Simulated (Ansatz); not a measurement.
## Nd₄O: computed properties

The calculation used DFT PBE, scalar-relativistic, plane waves, PAW, and for the lanthanide a 4f-in-core norm-conserving potential, in Ansatz 0.2.0.

Cutoff 660 eV; k points 8×8×8 on the computed 5-atom cell (Γ-centred); Gaussian smearing, width 0.10 eV; no spin polarisation.

The structure is relaxed at this level of theory with its symmetry kept, and needn't be the ground state of this composition.

Space group P-43m (No. 215), cubic, a = 5.434 Å. Around Nd lie 1 O at 2.28 Å and 12 Nd at 3.73–3.95 Å; around O lie 4 Nd at 2.28 Å.

| Quantity | Value |
| --- | --- |
| Volume per atom | 32.09 Å³ |
| Kohn–Sham band gap | none (metal) |
| Density of states at the Fermi level | 5.3 states/eV per cell |

Spin-orbit coupling is left out, which matters for the bands of heavy elements.

Another cell of Nd4O relaxed alike, in Pm-3m, lies 58 meV/atom lower, so this cell isn't the stable form at this level.

The cell was found from a structure generator's guess, not taken from experiment.

The lanthanide is trivalent by construction, without f bands, f moments or other valences.
